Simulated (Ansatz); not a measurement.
# Optical constants of HgPt

These are results of Ansatz, DFT LDA, scalar-relativistic, plane waves, PAW, not measurements. Plane waves to 420 eV; Γ-centred k mesh 14×14×12; Fermi-Dirac smearing of 0.15 eV. No spin polarisation.

Relaxed structure:
```yaml
crystal:
  lattice:
    - [2.94674, 0.00000, 0.00000]
    - [0.00000, 2.94674, 0.00000]
    - [0.00000, 0.00000, 3.85681]
  atoms:
    - { symbol: Hg, position: [0.00000, 0.00000, 0.00000] }
    - { symbol: Pt, position: [0.50000, 0.50000, 0.50000] }
```

In a metal these results depend on the k mesh and the smearing. Spin–orbit coupling is left out, which matters for heavy elements.

Independent-particle response (no local fields, no excitons) on a 24×24×18 mesh, broadened by 0.1 eV; the Drude term is undamped and its weight carries the smearing above, which sets much of it in a semimetal. The run couldn't bound its error over part or most of this range, so small peaks and near ties are unsure. Light polarised along y. ε₁ lacks the small share of bands above those solved.

(1) Tabulate n, κ, the reflectivity and the absorption coefficient against photon energy.

(2) Where is the highest local maximum of ε₂ between 0.3 and 12 eV?

Answers

(1)
```
E (eV) n      κ     R  α (10⁵ cm⁻¹)
   0.1  0.07  62.15  1.00          6.30
   0.6  0.47   9.19  0.98          5.59
   1.1  1.98   3.65  0.64          4.07
   1.6  2.91   3.08  0.53          5.00
   2.1  2.82   2.85  0.50          6.07
   2.6  2.55   2.67  0.48          7.03
   3.1  2.40   2.34  0.44          7.35
   3.6  2.33   2.01  0.38          7.35
   4.1  2.44   2.22  0.42          9.21
   4.6  2.34   1.93  0.37          8.99
   5.1  2.23   2.19  0.41         11.31
   5.6  2.05   2.19  0.42         12.44
   6.1  1.90   2.25  0.44         13.92
   6.6  1.39   2.36  0.51         15.80
   7.1  1.15   1.90  0.44         13.68
   7.6  1.17   1.64  0.37         12.61
   8.1  1.17   1.51  0.33         12.42
   8.6  1.18   1.44  0.31         12.59
   9.1  1.17   1.29  0.27         11.93
   9.6  1.17   1.27  0.26         12.35
  10.1  1.18   1.17  0.23         11.96
  10.6  1.22   1.11  0.21         11.88
  11.1  1.26   1.13  0.21         12.70
  11.6  1.23   1.11  0.21         13.09
```

(2) At 1.5 eV, where ε₂ = 18.0.

Cost: 1 run of about 7.1 core-minutes, on Intel Xeon Platinum 8259CL (Skylake/Cascade Lake) (shared hosts).